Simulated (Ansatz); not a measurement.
TiAl:
```
TiAl
1.0
    2.87052     0.00000     0.00000
   -1.43526     2.48594     0.00000
    0.00000     0.00000     4.63003
Ti Al
1 1
Cartesian
  0.00000   0.00000   0.00000
  0.00000   1.65729   2.31502
```

Relaxed with r²SCAN.

### Question
Give the Bader charges and basin volumes of the independent atoms, DFT-r²SCAN in the program Ansatz with PAW potentials.

### Answer


```json
[
 {"atom": "Ti1", "Bader charge (e)": "+0.64", "Bader volume (Å³)": "13.9"},
 {"atom": "Al2", "Bader charge (e)": "-0.64", "Bader volume (Å³)": "19.1"}
]
```

Space group P-6m2. The workflow started from a Materials Project entry (that database holds measured and hypothetical structures alike); the Crystallography Open Database copy checked does not list it. With Ti and Al taken as one species the cell has the higher symmetry P6_3/mmc, so it may be an ordered model of a mixed-site phase. It is not the phase usual at ambient conditions (space group No. 123). The r²SCAN relaxation kept the symmetry of its start; its stability against distortions is not shown here. The run is not spin-polarised.

Potentials: the earlier of the program's two PAW sets.
